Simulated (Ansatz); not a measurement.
Relaxed-ion elastic tensor of Cd4TeSe3 in space group Pmm2 (No. 25; Pearson symbol oP8) in GPa (Voigt order), r²SCAN in the plane-wave PAW code Ansatz; density 5.57 g/cm³, 30.34 Å³ per atom.

```
73.5  29.3  42.4   0.0   0.0   0.0
29.3  73.4  42.5   0.0   0.0   0.0
42.4  42.5  58.9   0.0   0.0   0.0
 0.0   0.0   0.0  21.5   0.0   0.0
 0.0   0.0   0.0   0.0  21.5   0.0
 0.0   0.0   0.0   0.0   0.0   8.7
```

Task: Is the crystal mechanically stable?

Result: Yes: the smallest eigenvalue of C is 8.7 GPa.

Task: Work out the Voigt, Reuss and Hill averages.

Result: K_V = 48.3, K_R = 48.2, K_H = 48.3; G_V = 16.4, G_R = 13.4, G_H = 14.9 GPa.

Task: Give Young's modulus, Poisson's ratio, Pugh's ratio and the universal anisotropy index.

Result: E = 9KG/(3K + G) = 40.6 GPa; ν = 0.36; K/G = 3.23 (ductile by the Pugh limit of 1.75); A_U = 5G_V/G_R + K_V/K_R − 6 = 1.12.

Task: Estimate the sound speeds and the Debye temperature.

Result: v_l = √((K + 4G/3)/ρ) = 3500 m/s, v_t = √(G/ρ) = 1640 m/s, mean 1840 m/s; Θ = (h/k)(3n/4πV)^(1/3) v_m = 176 K.

Task: How much does each axis shrink under pressure?

Result: Linear compressibilities β_i = Σ_j S_ij (j = 1 to 3): x 6.7, y 6.7, z 7.3 per TPa.

The workflow started from a Materials Project entry (that database holds measured and hypothetical structures alike); the Crystallography Open Database copy checked does not list it. Whether it is the stable phase at ambient conditions was not checked. Symmetry was held in the r²SCAN relaxation; whether a distortion lowers the energy is not shown. Scalar-relativistic: spin–orbit coupling is off unless named, which matters more the heavier the elements.

Potentials: the later of the program's two PAW sets.
